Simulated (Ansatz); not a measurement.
A plane-wave DFT run in Ansatz 0.2.0 (scalar-relativistic PAW potentials unless the input names others): input and command.

```yaml
crystal:
  lattice:
    - [2.2992128045, -4.827728244, 0.0]
    - [2.2992128045, 4.827728244, 0.0]
    - [0.0, 0.0, 4.3716537384]
  atoms:
    - { symbol: Li, position: [0.5856946509, 0.4143053491, 0.75] }
    - { symbol: Li, position: [0.4143053491, 0.5856946509, 0.25] }
    - { symbol: Li, position: [0.2380116383, 0.7619883617, 0.75] }
    - { symbol: Li, position: [0.7619883617, 0.2380116383, 0.25] }
    - { symbol: Ga, position: [0.9258358695, 0.0741641305, 0.75] }
    - { symbol: Ga, position: [0.0741641305, 0.9258358695, 0.25] }
basis:
  ecutwfc: "550 eV"
kpoints:
  mp_grid: { grid: [10, 10, 8] }
hamiltonian:
  xc: r2scan
scf:
  occupations: { method: fermi_dirac, width: 0.15 }
output:
  forces: true
  eigenvalues: true
  stress: true
```

```bash
ansatz run input.yaml --threads 1 --pin off --max-ram 2560MiB --backend cpu --events-out ev --progress --plain --runs-dir out
```

Abridged log:
```
band count auto-derived: 26 (N_el = 38.0; filled up to band 19; 25 by the electrons, moments and atoms)
Pseudopotentials: kind: paw
Pseudopotential: Li, paw, valence charge 3, recommended cutoff 500 eV (meta_gga)
Pseudopotential: Ga, paw, valence charge 13, recommended cutoff 500 eV (meta_gga)
Functional definition: r2SCAN
Crystal: 6 atoms, lattice volume = 97.050 Å³
Basis set: ecut = 550 eV, 2827 PW (Γ), exchange–correlation on 180×180×144 points (64 copies of the dense FFT grid, shifted against one another)
Bands: 26, of which v1, the nominal top of the filled ones, is band 19 counted from 1 (18 counted from 0)
Symmetry: 8 space group operations
Space group: Cmcm (ITA 63), of the structure as read, at distance tolerance 4.6e-5 Å
k-points: 155 of 800
Initial density: superposition of atomic densities (neutral atoms: chi_scale 0, normalization atom), corrected by the library's trained network
Initial wavefunctions: pseudopotential atomic-orbital guess
Functional: x = r2scan, c = r2scan; τ floored in thin density (d = 2e-4 eV/Å³)
SCF iter   1: F=—  HF=-8403.005440 eV  |F-HF|=—  |Δ(HF+E_count)|=         —  Δρ=7.03e-3  dr2=5.23e-2  dr2_τ=5.40e-3  ethr=1.77e-3  ⟨swp⟩=5.6  Hψ=17300  notcnv=0  defer=8
SCF iter   2: F=—  HF=-8403.027239 eV  |F-HF|=—  |Δ(HF+E_count)|=   2.18e-2  Δρ=2.59e-3  dr2=1.49e-2  dr2_τ=9.69e-5  ethr=1.38e-4  ⟨swp⟩=2.0  Hψ=9285  notcnv=0  defer=15
SCF iter   3: F=—  HF=-8403.026457 eV  |F-HF|=—  |Δ(HF+E_count)|=   7.82e-4  Δρ=2.05e-3  dr2=8.86e-3  dr2_τ=3.37e-5  ethr=3.92e-5  ⟨swp⟩=2.0  Hψ=6094  notcnv=0  defer=15
SCF iter   4: F=—  HF=-8403.025248 eV  |F-HF|=—  |Δ(HF+E_count)|=   1.21e-3  Δρ=4.79e-4  dr2=3.62e-4  dr2_τ=1.62e-6  ethr=2.33e-5  ⟨swp⟩=2.0  Hψ=4803  notcnv=0  defer=15
SCF iter   5: F=—  HF=-8403.025315 eV  |F-HF|=—  |Δ(HF+E_count)|=   6.77e-5  Δρ=1.28e-4  dr2=2.45e-5  dr2_τ=1.65e-7  ethr=9.54e-7  ⟨swp⟩=3.0  Hψ=7288  notcnv=0  defer=15
SCF iter   6: F=—  HF=-8403.025335 eV  |F-HF|=—  |Δ(HF+E_count)|=   1.98e-5  Δρ=4.18e-5  dr2=1.96e-6  dr2_τ=1.23e-8  ethr=6.45e-8  ⟨swp⟩=2.0  Hψ=4831  notcnv=0  defer=15
SCF iter   7: F=—  HF=-8403.025337 eV  |F-HF|=—  |Δ(HF+E_count)|=   2.23e-6  Δρ=1.11e-5  dr2=2.07e-7  dr2_τ=8.10e-10  ethr=5.17e-9  ⟨swp⟩=2.1  Hψ=6430  notcnv=0  defer=15
SCF iter   8: F=-8403.025338 eV  HF=-8403.025338 eV  |F-HF|=8.77e-9  |Δ(HF+E_count)|=   1.17e-7  Δρ=2.94e-6  dr2=1.81e-8  dr2_τ=5.96e-11  ethr=2.63e-10  ⟨swp⟩=5.4  Hψ=17723  notcnv=0
SCF 1 converged in 8 iterations: F = -8403.025338 eV  dr2 = 1.81e-8
SCF converged after 8 iterations
Free energy (F): -8403.025338 eV
Harris-Foulkes:  -8403.025338 eV  (|F-HF|=8.77e-9)
Internal energy: -8402.922684 eV  (E = F + TS)
E sigma→0 (E₀):  -8402.974011 eV
Entropy (-TS):   -0.102654 eV (-17.109 meV/atom)
Fermi energy:    4.806992 eV
--- Forces (eV/Å), atoms counted from 1 ---
  atom   1  Li     0.00000000     0.00544624     0.00000000
  atom   2  Li     0.00000000    -0.00544624     0.00000000
  atom   3  Li     0.00000000    -0.01201964     0.00000000
  atom   4  Li     0.00000000     0.01201964     0.00000000
  atom   5  Ga     0.00000000     0.03505170     0.00000000
  atom   6  Ga     0.00000000    -0.03505170     0.00000000
--- Stress (GPa, compression-positive) ---
       -1.725805       0.000000       0.000000
        0.000000      -1.650992       0.000000
        0.000000       0.000000      -1.846739
  P = ⅓ Tr σ = -1.7412 GPa (-17.412 kbar)
```

Apart from outputs, empty bands and the relaxation, which only the reference makes, the input differs from a reference run on usual settings in basis.ecutwfc: 500 → "550 eV"; scf.occupations.method: "gaussian" → "fermi_dirac"; scf.occupations.width: 0.1 → 0.15. The reference, at the same geometry, ended its own course with pressure -1.80 GPa, largest force 0.004 eV/Å, no gap on the mesh. This run converged in 8 SCF iterations with an energy at zero smearing 0.48 meV/atom below the reference's, pressure -1.74 GPa, largest force 0.035 eV/Å, no gap on the mesh.

It took 54 s on 1 thread of Arm Neoverse V1, with other jobs on the host, peak memory 0.93 GiB.